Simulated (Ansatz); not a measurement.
Input:

MgS:
```cif
data_MgS
_chemical_formula_sum 'Mg1 S1'
_space_group_name_H-M_alt 'P 1'
_space_group_IT_number 1
_cell_length_a 3.62707
_cell_length_b 3.62707
_cell_length_c 3.62707
_cell_angle_alpha 60.000
_cell_angle_beta 60.000
_cell_angle_gamma 60.000
loop_
_space_group_symop_operation_xyz
  'x, y, z'
loop_
_atom_site_label
_atom_site_type_symbol
_atom_site_fract_x
_atom_site_fract_y
_atom_site_fract_z
_atom_site_occupancy
Mg1 Mg 0.00000 0.00000 0.00000 1
S1 S 0.50000 0.50000 0.50000 1
```

This is the LDA-relaxed structure.

Problem. All from plane-wave PAW LDA (Ansatz code), unless another level is named. Estimate the hole effective mass, band 2 of 3 at the edge.

Solution. 0.89 along [100], 0.89 along [110], 2.2 along [111] (mₑ).

Problem. Predict the electron effective mass.

Solution. 0.29, 0.29, 0.53 mₑ (principal values).

Problem. Predict the hole effective mass, band 3 of 3 at the edge.

Solution. 0.25 along [100], 0.20 along [110], 0.19 along [111] (mₑ).

Problem. And the smallest direct gap on the standard path?

Solution. 3.82 eV.

Problem. Next, the valence-band maximum?

Solution. at Γ.

Problem. Give the conduction-band minimum.

Solution. at X (3 equivalent valleys).

Space group Fm-3m (rock salt). Symmetry was held in the LDA relaxation.

Potentials: the earlier of the program's two PAW sets. The files were generated under PBE; for other functionals the program regenerates the frozen cores, and for LDA and PBEsol the local potential too.
